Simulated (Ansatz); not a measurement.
Starting structure of a cell relaxation (symmetry kept):

```xyz
24
Lattice="4.9580 0.0000 0.0000 0.0000 8.7413 0.0000 0.0000 0.0000 8.6786" Properties=species:S:1:pos:R:3 pbc="T T T"
Si    4.6294    1.5215    1.5731
Si    0.3286    7.2199    1.5731
Si    2.1504    2.8492    2.7663
Si    4.6294    1.5215    7.1056
Si    0.3286    7.2199    7.1056
Si    2.1504    2.8492    5.9124
Si    2.8076    5.8921    2.7663
Si    2.8076    5.8921    5.9124
O     0.0672    7.0041    0.0000
O     2.4790    4.3707    2.3568
O     2.5462    6.1079    4.3393
O     4.8908    1.7372    0.0000
O     0.6107    2.5258    6.2626
O     4.3473    6.2155    6.2626
O     0.0000    0.0000    6.6961
O     3.0897    1.8449    1.9232
O     1.8683    6.8964    1.9232
O     2.4790    4.3707    6.3218
O     1.8683    6.8964    6.7554
O     0.6107    2.5258    2.4161
O     3.0897    1.8449    6.7554
O     2.4118    2.6335    4.3393
O     0.0000    0.0000    1.9825
O     4.3473    6.2155    2.4161
```

Method: Ansatz 0.2.0, DFT LDA, scalar-relativistic, plane waves, PAW.

Plane waves to 420 eV, a k mesh through Γ of 6×4×4 on the computed 24-atom cell and Gaussian smearing (0.02 eV); no spin polarisation.

**Question.** What does it relax to?

**Answer.** The volume decreases by 0.30 Å³/atom to 15.37 Å³/atom, and the energy falls by 0.8 meV/atom. Final structure:
Space group Pnnm (No. 58). a = 4.925 Å, b = 8.737 Å, c = 8.575 Å, α = 90.00°, β = 90.00°, γ = 90.00°
```csv
atom,site,symmetry,x,y,z
Si,8h,1,0.9324,0.1718,0.1835
O,4g,..m,0.0127,0.8104,0.0000
O,4e,..2,0.5000,0.5000,0.2622
O,8h,1,0.1199,0.2906,0.7219
```

This form isn't the usual stable structure of the compound.

Cost: 1 run of about 46 core-minutes, on Intel Xeon Processor @ 2.50GHz (Skylake/Cascade Lake) (shared hosts).